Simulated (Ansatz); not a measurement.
What DFT gives for PbCClO$_{2}$

```
C Cl O Pb
1.0
     2.84454    2.86763    0.02119
     2.86730   -2.89066   -0.07340
     0.90840   -0.15449   -9.50489
C Cl O Pb
2 2 4 2
Direct
  0.62611 0.37204 0.49300
  0.34517 0.62173 0.49246
  0.26413 0.27733 0.87958
  0.73801 0.70675 0.11641
  0.79704 0.34070 0.60129
  0.67528 0.21613 0.38396
  0.20718 0.67124 0.39030
  0.30798 0.78598 0.60916
  0.76503 0.74668 0.78066
  0.24794 0.24035 0.22463
```

Single point in Ansatz 0.2.0 with m-r2SCAN, no spin polarisation. Cutoff 500 eV, PAW datasets, 5×5×2 (shifted by 0.5, 0.5, 0 steps) k mesh, fermi-dirac filling (width 0.1 eV).

Problem. Where is the largest force?

Solution. The largest is on C2: 9.93 eV/Å, components (3.96, 2.12, -8.86). It makes 165° with the line to a nearest neighbour, O7 at 1.15 Å, pointing away from it.

Problem. Metal or insulator? Give the gap.

Solution. The gap on the k mesh is 2.97 eV; the mesh may miss the band edges, so the true gap of this level can be smaller.

Problem. Is the cell too large or too small?

Solution. The pressure is 4.6 GPa (compression positive), so with the atoms held at these fractions the cell would first expand; the forces are large, so a full relaxation may end otherwise. The principal stresses -2.9, 5.0, 11.7 GPa differ, so its shape would change too.

Problem. What is the character of the valence top and the conduction bottom?

Solution. Within 0.7 eV of the edges, the states project mainly on O p (49 %), Cl p (30 %) and Pb s (13 %) below the gap and on C p (44 %) and O p (38 %) above it.

Origin: a strained cell with displaced atoms, so it need not be a known compound. Caveats: an odd or shifted mesh can miss the band edges, so this level's true gap may be smaller; no spin-orbit coupling, which can shift this gap by tenths of an eV; atoms or cell far from equilibrium; m-r2SCAN is r2SCAN with a changed spin dependence that lowers moments.
